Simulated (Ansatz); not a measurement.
## MgW: ²⁵Mg nuclear quadrupole resonance

Cell: a COD entry, ions relaxed with PBE at fixed cell.

```yaml
crystal:
  lattice:
    - [4.68000, 0.00000, 0.00000]
    - [0.00000, 5.66000, 0.00000]
    - [-0.02834, 0.00000, 4.91992]
  atoms:
    - { symbol: Mg, position: [0.50000, 0.20355, 0.75000] }
    - { symbol: Mg, position: [0.50000, 0.79645, 0.25000] }
    - { symbol: W, position: [0.00000, 0.92222, 0.75000] }
    - { symbol: W, position: [0.00000, 0.07778, 0.25000] }
```

Atom numbers follow the list; atoms alike are taken as one site, whose name carries the number of the first.

Computed with Ansatz: DFT, r2SCAN, plane waves and PAW, scalar-relativistic, 500 eV cutoff, Γ-centred 7×6×7 k-points, Fermi–Dirac smearing 0.05 eV.

²⁵Mg: I = 5/2, Q = 199.4 mb (year-2017 value). Static lattice, zero field.

Task: Predict the zero-field ²⁵Mg lines of each site.

Result: For I = 5/2 and η = 0 the lines are 3|C_Q|/20 and twice that; η pulls their ratio below 2.

```json
{"site": "Mg", "atoms": "1, 2", "V_zz (10²¹ V/m²)": "-2.35", "C_Q (MHz)": "-11.3", "η": "0.29", "line frequencies (MHz)": "1.85, 3.34"}
```

At Mg V_zz runs parallel to the line that joins its two neighbours (within 1°).

At this cell the r2SCAN pressure is -11 GPa (principal stresses up to 21 GPa in size), so with r2SCAN the cell would shrink if it were relaxed. The entry's cell may itself be off. With no gap above 0.1 eV, as in a metal, the gradients converge slowly in k; expect changes of a tenth or more on a denser mesh. Without spin–orbit coupling the gradients at and beside W can be off by some per cent, at some sites by more.
